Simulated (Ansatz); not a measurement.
**Does relaxation matter for the field gradients of TiO2 with La replacing Ti?**

Start: a supercell of TiO2 (rutile type, P4_2/mnm) built from a computed structure from the Materials Project (it need not be an observed phase), with all atoms left at the host's positions.

Space group Pmmm (No. 47); a = 6.5052, b = 6.5052, c = 8.8776 Å.

```
site  Wyckoff  site symmetry       x       y       z
  La       1b            mmm  0.5000  0.0000  0.0000
 Ti2       2s            mm2  0.5000  0.0000  0.3333
 Ti4       1e            mmm  0.0000  0.5000  0.0000
 Ti5       2r            mm2  0.0000  0.5000  0.3333
 Ti7       2q            mm2  0.0000  0.0000  0.1667
 Ti8       1c            mmm  0.0000  0.0000  0.5000
Ti10       2t            mm2  0.5000  0.5000  0.1667
Ti11       1h            mmm  0.5000  0.5000  0.5000
 O13       4w            .m.  0.6957  0.0000  0.1667
 O14       2j            2mm  0.6957  0.0000  0.5000
 O16       4x            .m.  0.1957  0.5000  0.1667
 O17       2l            2mm  0.1957  0.5000  0.5000
 O19       2o            m2m  0.5000  0.6957  0.0000
 O20       4v            m..  0.5000  0.6957  0.3333
 O22       2m            m2m  0.0000  0.1957  0.0000
 O23       4u            m..  0.0000  0.1957  0.3333
```

One atom of each set is listed.

Method: Kohn–Sham DFT in Ansatz, PBE, plane waves and PAW, scalar-relativistic, 420 eV cutoff, Γ-centred 3×3×2 k-points, Fermi–Dirac smearing 0.01 eV, cell charge -1.

The largest force at the start is 8.5 eV/Å. Relaxing the ions at fixed cell moves them by 0.343 Å at most (atom 31, O) and 0.125 Å rms.

```tsv
site	moved (Å)	first shell before	first shell after	V_zz before (10²¹ V/m²)	η before
La	0.000	6 O at 1.95–1.98 Å	6 O at 2.13–2.28 Å	-3.27	0.72
Ti2	0.089	6 O at 1.95–1.98 Å	6 O at 1.88–1.99 Å	-3.23	0.87
Ti4	0.000	6 O at 1.95–1.98 Å	6 O at 1.94–2.00 Å	-1.77	0.13
Ti5	0.013	6 O at 1.95–1.98 Å	6 O at 1.94–1.96 Å	-1.79	0.04
Ti7	0.043	6 O at 1.95–1.98 Å	6 O at 1.87–1.98 Å	-2.42	0.60
Ti8	0.000	6 O at 1.95–1.98 Å	6 O at 1.94–1.95 Å	-1.79	0.47
Ti10	0.031	6 O at 1.95–1.98 Å	6 O at 1.88–1.99 Å	-3.12	0.65
Ti11	0.000	6 O at 1.95–1.98 Å	6 O at 1.93–1.97 Å	-2.45	0.29
O13	0.343	2 Ti at 1.95–1.98 Å, 1 La at 1.95 Å	2 Ti at 1.87–1.88 Å, 1 La at 2.28 Å	2.99	0.69
O14	0.027	3 Ti at 1.95–1.98 Å	3 Ti at 1.90–1.95 Å	2.05	0.87
O16	0.009	3 Ti at 1.95–1.98 Å	3 Ti at 1.94–1.99 Å	-2.43	0.93
O19	0.154	2 Ti at 1.95 Å, 1 La at 1.98 Å	2 Ti at 1.88 Å, 1 La at 2.13 Å	-1.97	0.04
O22	0.017	3 Ti at 1.95–1.98 Å	3 Ti at 1.97–2.00 Å	2.53	0.95
```

(1) How do the gradients change?

Answers

(1) 

```json
{"site": "La", "V_zz after": "20.4", "η after": "0.45", "change of V_zz": "–"}
{"site": "Ti2", "V_zz after": "6.04", "η after": "0.67", "change of V_zz": "–"}
{"site": "Ti4", "V_zz after": "-2.72", "η after": "0.77", "change of V_zz": "-0.95"}
{"site": "Ti5", "V_zz after": "1.74", "η after": "0.10", "change of V_zz": "–"}
{"site": "Ti7", "V_zz after": "-5.53", "η after": "0.71", "change of V_zz": "–"}
{"site": "Ti8", "V_zz after": "1.04", "η after": "0.67", "change of V_zz": "–"}
{"site": "Ti10", "V_zz after": "-5.10", "η after": "0.44", "change of V_zz": "-1.98"}
{"site": "Ti11", "V_zz after": "-2.35", "η after": "0.61", "change of V_zz": "+0.10"}
{"site": "O13", "V_zz after": "2.13", "η after": "0.32", "change of V_zz": "-0.86"}
{"site": "O14", "V_zz after": "2.77", "η after": "0.42", "change of V_zz": "+0.72"}
{"site": "O16", "V_zz after": "2.43", "η after": "0.85", "change of V_zz": "–"}
{"site": "O19", "V_zz after": "2.23", "η after": "0.95", "change of V_zz": "–"}
{"site": "O22", "V_zz after": "2.08", "η after": "0.50", "change of V_zz": "-0.45"}
```

The largest change of V_zz along a kept axis is on Ti10, from -3.12 to -5.10. The whole tensor moves most on La, by 19.96 along its most changed direction. In per cent, |V_zz| changes by -4 to +63 on Ti, -29 to +35 on O (all sites that start above 0.5, bar those whose gradient vanishes or changes sign or whose main axis turns by over 40°). Where |V_zz| stays above 0.1 and the axes keep their order, η moves most on Ti4, from 0.13 to 0.77. On O13, O14 V_xx and V_yy change places (or their axes turn by over 50°), so the two values of η hide a larger change. On La, Ti2, O16, Ti7, O19, Ti5, Ti8 the largest principal value lies along another axis in the second run, so the two V_zz can't be compared directly. The table leaves out 3 of the 16 sites, with |V_zz| up to 3.64; their tensors move by 0.82 at most along any direction. The statements above cover all sites. The host's own positions weren't relaxed first, so part of the change far from the defect can be the host's relaxation.

The defect repeats with the cell of 36 atoms, so it feels its images: sites between two images don't show the values beside a lone defect, and zeros or small values of η there can come from the images' arrangement. O and Ti carry a gradient in the pure host already, so the values there aren't the defect's effect alone. A uniform background compensates the cell's charge.
Before: Without spin–orbit coupling (the program notes it for La) the gradients can shift somewhat, as the gap is small. The cell keeps the host's lattice, where the PBE pressure is 18 GPa (in a charged cell this depends on the convention for the mean potential). The neighbours have not yet relaxed around the defect (largest force 8.5 eV/Å), so the values at and beside it are those of a strained start, not of the defect in a real crystal.
After: The relaxation keeps the site symmetry mmm of the start, so the impurity can't leave its site; a start off the site could end lower. Without spin–orbit coupling (the program notes it for La) the gradients are little affected as a rule: paired runs on crystals with a gap mostly move them by under 2 % at such atoms. The cell keeps the host's lattice, where the PBE pressure is 15 GPa (in a charged cell this depends on the convention for the mean potential).
